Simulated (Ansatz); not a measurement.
Task: Each is relaxed and computed with PBE in the plane-wave PAW code Ansatz. Which is the only metal?
A. GePt, Pnma (Ge on 4c, Pt on 4c)
B. SiGe, Pmma (Si on 2e, Si on 2f, Ge on 2e, Ge on 2f)
C. CuCl, Pnma (Cu on 4c, Cl on 4c)
D. PtS2, CdI2 type

Result: A, GePt, Pnma (Ge on 4c, Pt on 4c). GePt: metal; SiGe: gap 0.37 eV (indirect); PtS2: gap 1.47 eV (indirect); CuCl: gap 0.64 eV (direct). Typed or built starts, not in the databases checked: SiGe, Pmma (Si on 2e, Si on 2f, Ge on 2e, Ge on 2f); CuCl, Pnma (Cu on 4c, Cl on 4c). Not the usual ambient phase: CuCl, Pnma (Cu on 4c, Cl on 4c). Relaxed far from the usual cell of the phase: PtS2, CdI2 type. Began spin-polarised and lost the moments: CuCl, Pnma (Cu on 4c, Cl on 4c). Weakly bound layers, chains or molecules computed without a dispersion correction, so cells and soft constants are ill determined: PtS2, CdI2 type. All cells were relaxed under the symmetry of their starts (and spin orders); stability against distortions was not tested throughout. Rows with no word on spin ran without spin polarisation. Scalar-relativistic: spin–orbit coupling is off unless named, which matters more the heavier the elements.

Potentials: the later of the program's two PAW sets.
